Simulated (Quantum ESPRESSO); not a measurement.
Band energies of LiCl at -1.5 % isotropic strain

```
LiCl
1.0
    0.00000     2.49337     2.49337
    2.49337     0.00000     2.49337
    2.49337     2.49337     0.00000
Li Cl
1 1
Direct
  0.00000   0.00000   0.00000
  0.50000   0.50000   0.50000
```

PBEsol (Quantum ESPRESSO, PseudoDojo norm-conserving, 74 Ry, no spin-orbit coupling); path ΓXWKΓLUWLK,UX; energies in eV from the valence-band maximum.

```csv
k (1/Å),point,band 1,band 2,band 3,band 4,band 5,band 6,band 7,band 8
0.00,Γ,-42.70,-13.72,0.00,0.00,0.00,6.63,11.70,11.70
0.63,,-42.70,-13.27,-1.73,-0.70,-0.70,8.89,9.21,9.76
1.26,X,-42.70,-12.70,-3.37,-1.30,-1.30,7.88,7.89,13.01
1.89,W,-42.70,-12.71,-2.49,-2.49,-1.24,9.69,10.18,10.47
2.00,,-42.70,-12.71,-2.67,-2.31,-1.21,9.23,10.11,10.60
2.34,K,-42.70,-12.74,-2.91,-2.08,-0.98,7.94,9.97,11.75
2.64,,-42.70,-12.89,-2.48,-2.12,-0.53,8.09,10.42,10.56
3.26,,-42.70,-13.52,-1.06,-0.41,-0.01,7.56,10.42,11.32
3.67,Γ,-42.70,-13.72,0.00,0.00,0.00,6.63,11.70,11.70
3.87,,-42.70,-13.67,-0.34,-0.03,-0.03,6.91,11.23,11.75
4.56,,-42.70,-13.08,-3.02,-0.28,-0.28,6.75,9.50,9.50
4.76,L,-42.70,-13.01,-3.24,-0.30,-0.30,6.62,9.33,9.33
5.20,,-42.70,-12.87,-2.96,-1.55,-0.63,7.88,9.65,10.44
5.53,U,-42.70,-12.74,-2.91,-2.08,-0.98,7.94,9.97,11.75
5.87,,-42.70,-12.71,-2.67,-2.31,-1.21,9.23,10.11,10.60
5.98,W,-42.70,-12.71,-2.49,-2.49,-1.24,9.69,10.18,10.47
6.43,,-42.70,-12.87,-2.95,-1.55,-0.69,8.18,9.25,10.55
6.87,L,-42.70,-13.01,-3.24,-0.30,-0.30,6.62,9.33,9.33
6.96,,-42.70,-13.01,-3.23,-0.37,-0.32,6.70,9.32,9.38
7.47,,-42.70,-12.79,-2.81,-2.05,-0.82,7.98,10.29,11.16
7.64,K,-42.70,-12.74,-2.91,-2.08,-0.98,7.94,9.97,11.75
7.64,U,-42.70,-12.74,-2.91,-2.08,-0.98,7.94,9.97,11.75
8.09,X,-42.70,-12.70,-3.37,-1.30,-1.30,7.88,7.89,13.01
```

The PBEsol gap is 6.62 eV and nearly direct: the edges lie at 77 % of the way from K to Γ and L, the smallest direct gap within 0.02 eV of it. Another valence and conduction extremum on the path lies within 0.02 eV, too close to call.

Geometry strained from the cell relaxed with PBEsol, atoms relaxed again.
